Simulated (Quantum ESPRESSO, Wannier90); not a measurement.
GaAs (zinc blende), plane waves to Wannier functions

```
CELL_PARAMETERS angstrom
      0.00000     2.87509     2.87509
      2.87509     0.00000     2.87509
      2.87509     2.87509     0.00000
ATOMIC_POSITIONS crystal
  Ga 0.00000 0.00000 0.00000
  As 0.75000 0.75000 0.75000
```

Cell from Materials Project (mp-2534), symmetrised, no further relaxation. COD (Crystallography Open Database) has an entry of this formula and space group (matched by these alone). Computed values, not measurements, from PBEsol: Quantum ESPRESSO (norm-conserving PseudoDojo potentials, cutoff 68 Ry, spinors with spin-orbit coupling) on a Γ-centred 8×8×8 mesh, then Wannier90. Density: 10×10×10 mesh, cold smearing 0.01 Ry.

Base run: 16 functions from bands 21-50 of the 50 computed, start hydrogen-like Ga: s;p; As: s;p, centres 0.05 Å off the atoms, frozen window up to 1.50 eV relative to the Fermi level, outer window open. One thing is changed at a time; window edges are relative to the Fermi level. The misfit compares interpolated bands with pw.x on a high-symmetry path, for states up to 1.0 eV relative to the Fermi level. Converged means that the tolerances were met: symmetric starts can stop on a saddle, which shows as a larger Ω_OD at equal Ω_I and can move the misfit too.

| setting | functions | frozen to (eV) | Ω_I (Å²) | Ω_D (Å²) | Ω_OD (Å²) | rms misfit (meV) | worst (meV) | ended |
|---|---|---|---|---|---|---|---|---|
| base | 16 | 1.50 | 20.94 | 0.03 | 3.02 | 5.3 | 51 | converged |
| frozen window to 2.50 eV | 16 | 2.50 | 24.10 | 0.09 | 3.04 | 4.4 | 20 | converged |
| frozen window to -1.50 eV | 16 | -1.50 | 20.20 | 0.02 | 2.92 | 92 | 424 | converged |
| frozen window to 3.50 eV | 16 | 3.50 | 25.97 | 0.12 | 3.32 | 5.2 | 20 | converged |
| no frozen window | 16 | none | 19.30 | 0.00 | 2.79 | 257 | 907 | converged |
| outer window to 14.66 eV | 16 | 1.50 | 23.83 | 0.08 | 3.27 | 3.2 | 38 | converged |
| outer window to 11.66 eV | 16 | 1.50 | 30.68 | 0.21 | 4.16 | 3.6 | 24 | converged |
